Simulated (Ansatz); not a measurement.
A distorted cell of ZrO$_{2}$ (tetragonal-ZrO2 type, space group P4_2/nmc):

```yaml
crystal:
  lattice:
    - [3.73317, 0.00000, 0.00000]
    - [0.00000, 3.73317, 0.00000]
    - [0.00000, 0.00000, 5.44821]
  atoms:
    - { symbol: Zr, position: [0.00000, 0.00000, 0.00000] }
    - { symbol: Zr, position: [0.50000, 0.50000, 0.50000] }
    - { symbol: O, position: [0.00000, 0.50000, 0.17429] }
    - { symbol: O, position: [0.00000, 0.50000, 0.67429] }
    - { symbol: O, position: [0.50000, 0.00000, 0.32571] }
    - { symbol: O, position: [0.50000, 0.00000, 0.82571] }
```

All values below come from PBE (plane waves to 420 eV, PAW, scalar-relativistic; Ansatz, an electronic-structure program). k mesh 9×9×6 (Γ-centred), Fermi-Dirac smearing 0.05 eV. E stands for the smeared free energy. Stress and pressure are positive under compression. The PAW data are Ansatz's earlier set. This is a high-temperature form of ZrO2. ZrO2 is run without spin polarisation. ZrO2 was relaxed with its symmetry unable to fall.

Question: Give the stress tensor in GPa and the pressure.

Answer: 
```
  -15.1      0.0      0.0
    0.0    -15.1      0.0
    0.0      0.0     -7.7
```
The pressure, a third of the trace, is -12.6 GPa.

Question: It is the relaxed cell scaled evenly to V/V₀ = 1.096, atoms relaxed where free. What is its energy relative to the relaxed cell?

Answer: 47.8 meV/atom.

(A scan under strain: stresses follow from slopes of the energy per volume, elastic moduli from its curvatures.)
